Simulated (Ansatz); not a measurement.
TaRu: frozen-core PAW against all-electron methods

```yaml
crystal:
  lattice:
    - [3.05300, 0.00000, 0.00000]
    - [0.00000, 3.05300, 0.00000]
    - [0.00000, 0.00000, 3.38900]
  atoms:
    - { symbol: Ta, position: [0.50000, 0.50000, 0.50000] }
    - { symbol: Ru, position: [0.00000, 0.00000, 0.00000] }
```

Atom numbers follow the list: Ta1, Ru2.

The geometry is COD entry 1523017, unchecked; take it as a test cell.

Spin polarisation is left out, and whether a magnetic state lies lower isn't shown here.

Spin–orbit coupling is left out, though it moves levels of the heavy atoms by tenths of an eV or more.

Levels of theory: DFT, LDA, PAW with Ansatz's default frozen-core files, scalar-relativistic (Ansatz 0.2.0); DFT, LDA, all-electron PAW with datasets made for the crystal, scalar-relativistic (Ansatz 0.2.0); DFT, LDA, all-electron LAPW, scalar-relativistic (Ansatz 0.2.0).

For PAW: a Γ-centred 11×11×10 k mesh, Fermi–Dirac smearing of 0.05 eV, cutoff 420 eV, no spin polarisation; the PAW files were made with PBE, and the program remakes their frozen cores for this functional. The crystal-made all-electron datasets (AE datasets) take a cutoff of 260 eV at this cell. LAPW targets a basis error of 0.5 meV/atom. The Ansatz runs share mesh, smearing and spin set-up. Plane-wave (PAW) pressures include the program's estimate of the Pulay term.

Stress and pressure are positive in compression.

No spin–orbit coupling: at heavy atoms the gradients can be off by tens of per cent for that reason.

In a metal, gradients converge slowly with the k mesh: the values move by tens of per cent from one mesh to another, at times in sign, so only the comparison on one mesh counts.

Levels count from the Fermi level.

```csv
quantity,PAW,AE datasets,LAPW
pressure (GPa),?,-10.31,-10.31
stress xx (GPa),-10.85,-10.74,-10.73
stress zz (GPa),?,-9.46,-9.46
highest filled level at X (eV),-0.677,-0.680,-0.680
lowest empty level at X (eV),0.454,0.451,0.451
highest filled level at M (eV),-4.534,-4.536,-4.536
lowest empty level at M (eV),0.261,0.262,0.262
highest filled level at R (eV),-0.833,-0.833,-0.833
lowest empty level at R (eV),0.546,0.547,0.547
field gradient Vzz at Ta1 (10²¹ V/m²),1.66,1.59,–
field gradient Vzz at Ru2 (10²¹ V/m²),?,1.90,–
```

Fill in "PAW" for the row "pressure (GPa)".

-10.44.

Give the missing entry: row "field gradient Vzz at Ru2 (10²¹ V/m²)", column "PAW".

1.81.

What belongs in the row "stress zz (GPa)", column "PAW"?

-9.62.
